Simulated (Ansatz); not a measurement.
LiF:
```cif
data_FLi
_chemical_formula_sum 'F1 Li1'
_space_group_name_H-M_alt 'P 1'
_space_group_IT_number 1
_cell_length_a 3.04888
_cell_length_b 3.04888
_cell_length_c 3.04888
_cell_angle_alpha 60.000
_cell_angle_beta 60.000
_cell_angle_gamma 60.000
loop_
_space_group_symop_operation_xyz
  'x, y, z'
loop_
_atom_site_label
_atom_site_type_symbol
_atom_site_fract_x
_atom_site_fract_y
_atom_site_fract_z
_atom_site_occupancy
F1 F 0.25000 0.25000 0.25000 1
Li1 Li 0.00000 0.00000 0.00000 1
```

Relaxed with PBEsol.

Which orbitals make up the states near the band edges in DFT-PBEsol in the program Ansatz with PAW potentials?

Top 1 eV of the valence band: F 2p 98 %. Bottom 1 eV of the conduction band: Li 2s 70 %, F 2s 19 %. Projections are on Löwdin-orthogonalised atomic valence shells; empty p or d shells of many metals are not among them.

Tabulate the density of states.

States/eV per cell of 2 atoms, in 0.25 eV bins, energy from the valence-band maximum.

```
E (eV)  total  F 2p  Li 2s  F 2s
------  -----  ----  -----  ----
-2.10    0.00  0.00   0.00  0.00
-1.85    1.16  1.09   0.05  0.00
-1.60    3.39  3.22   0.10  0.01
-1.35    2.03  1.90   0.10  0.01
-1.10    0.64  0.58   0.04  0.01
-0.85    3.61  3.48   0.07  0.00
-0.60    5.52  5.41   0.04  0.00
-0.35    5.54  5.48   0.01  0.00
-0.10    2.12  2.10   0.00  0.00
0.15     0.00  0.00   0.00  0.00
0.40     0.00  0.00   0.00  0.00
0.65     0.00  0.00   0.00  0.00
0.90     0.00  0.00   0.00  0.00
1.15     0.00  0.00   0.00  0.00
1.40     0.00  0.00   0.00  0.00
1.65     0.00  0.00   0.00  0.00
1.90     0.00  0.00   0.00  0.00
2.15     0.00  0.00   0.00  0.00
2.40     0.00  0.00   0.00  0.00
2.65     0.00  0.00   0.00  0.00
2.90     0.00  0.00   0.00  0.00
3.15     0.00  0.00   0.00  0.00
3.40     0.00  0.00   0.00  0.00
3.65     0.00  0.00   0.00  0.00
3.90     0.00  0.00   0.00  0.00
4.15     0.00  0.00   0.00  0.00
4.40     0.00  0.00   0.00  0.00
4.65     0.00  0.00   0.00  0.00
4.90     0.00  0.00   0.00  0.00
5.15     0.00  0.00   0.00  0.00
5.40     0.00  0.00   0.00  0.00
5.65     0.00  0.00   0.00  0.00
5.90     0.00  0.00   0.00  0.00
6.15     0.00  0.00   0.00  0.00
6.40     0.00  0.00   0.00  0.00
6.65     0.00  0.00   0.00  0.00
6.90     0.00  0.00   0.00  0.00
7.15     0.00  0.00   0.00  0.00
7.40     0.00  0.00   0.00  0.00
7.65     0.01  0.00   0.00  0.00
7.90     0.05  0.00   0.03  0.01
8.15     0.08  0.00   0.06  0.02
8.40     0.11  0.01   0.08  0.02
8.65     0.14  0.01   0.10  0.02
8.90     0.17  0.01   0.12  0.03
9.15     0.20  0.02   0.14  0.03
9.40     0.24  0.02   0.17  0.03
9.65     0.28  0.02   0.21  0.03
9.90     0.33  0.03   0.25  0.03
10.15    0.41  0.03   0.30  0.03
10.40    0.59  0.03   0.36  0.03
10.65    0.65  0.03   0.35  0.02
10.90    0.68  0.03   0.34  0.02
11.15    0.71  0.03   0.33  0.01
11.40    0.79  0.03   0.31  0.01
11.65    1.02  0.03   0.29  0.01
11.90    1.44  0.04   0.27  0.00
```

Space group F-43m (zinc blende). The start of the workflow was typed in or built on a structure type; neither database checked (COD, Materials Project) lists it. It is not the phase usual at ambient conditions (space group No. 225). The PBEsol relaxation kept the symmetry of its start; phonons on a q-mesh show no instability.

Potentials: the later of the program's two PAW sets.
